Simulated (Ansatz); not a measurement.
# Zone-centre modes in Ag

Level of theory: DFT PBEsol, scalar-relativistic, plane waves, PAW in Ansatz 0.2.0. Cutoff 420 eV, Γ-centred 20×14×12 k-points, Gaussian smearing of 0.15 eV. No spin polarisation.

The starting cell (relaxed at this level; this form isn't the usual structure):

```
CELL_PARAMETERS angstrom
-2.86706 0.00000 0.00000
0.00000 0.00000 -4.69071
0.00000 -4.96590 0.00000
ATOMIC_POSITIONS crystal
Ag 0.50000 0.75000 0.16667
Ag 0.00000 0.75000 0.66667
Ag 0.00000 0.25000 0.33333
Ag 0.50000 0.25000 0.83333
```

Harmonic modes by finite displacements of 0.02 Å, without the LO–TO term. The cell doubles the primitive one, so its zone centre also holds the primitive cell's point q = (0, 1/2, 0).

Task: At this geometry, is the structure stable against these modes?

Result: Yes: no mode is imaginary beyond 10 cm⁻¹, and only the three translations lie near zero.

Task: List the wavenumbers in cm⁻¹.

Result: 0, 0, 0, 71, 72, 78, 91, 116, 137, 156, 170, 177.

Cost: 1 run of about 12 core-minutes, on Arm Neoverse V1 (shared hosts).